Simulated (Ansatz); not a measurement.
# Data sheet: Ag$_{3}$Pt (DFT)

Ag$_{3}$Pt:
```yaml
crystal:
  lattice:
    - [4.00879, 0.00000, 0.00000]
    - [0.00000, 4.00879, 0.00000]
    - [0.00000, 0.00000, 4.00879]
  atoms:
    - { symbol: Ag, position: [0.00000, 0.50000, 0.50000] }
    - { symbol: Ag, position: [0.50000, 0.00000, 0.50000] }
    - { symbol: Ag, position: [0.50000, 0.50000, 0.00000] }
    - { symbol: Pt, position: [0.00000, 0.00000, 0.00000] }
```

Space group Pm-3m (No. 221), Cu3Au type; conventional cell a = b = c = 4.0088 Å, α = β = γ = 90.00°.

Method: plane-wave PAW PBEsol (Ansatz code). Structure relaxed to zero pressure with the same functional. Other levels are named where they apply.

**Cell and energy**

- Volume per atom: 16.11 Å³
- Density: 13.37 g/cm³
- Formation energy from the elements (no fitted shifts): 0.010 eV/atom

**Electronic structure**

- Electronic character: metallic (no gap)
- Density of states at the Fermi level: 0.37 states/eV per atom (mean over ±0.08 eV)
- Gap with spin–orbit coupling: none (metallic)

**Mechanics**

Bulk modulus (Birch–Murnaghan fit): 153 GPa
Pressure derivative B′: 5.6
Elastic constants (relaxed ions, GPa): C11 = 184, C12 = 138, C44 = 62.8
Mechanical stability: stable (all eigenvalues of C positive)
Hill bulk and shear moduli: 153 and 41.9 GPa
Young's modulus: 115 GPa
Poisson's ratio: 0.37
Debye temperature from the elastic constants: 235 K

**Charges**

- Bader charges: Ag +0.13, Pt -0.39 e

The workflow started from an entry of the Crystallography Open Database (COD). Whether it is the stable phase at ambient conditions was not checked. The cell was relaxed with PBEsol under the symmetry of its start; whether a distortion lowers the energy is not shown. The run is not spin-polarised. As this level gives no gap, shear constants depend on the k-mesh and smearing (Fermi–Dirac, 0.1 eV here). The references are the lowest solids computed at this level, not always the standard phases. Scalar-relativistic: spin–orbit coupling is off unless named, which matters more the heavier the elements.

Potentials: the later of the program's two PAW sets.
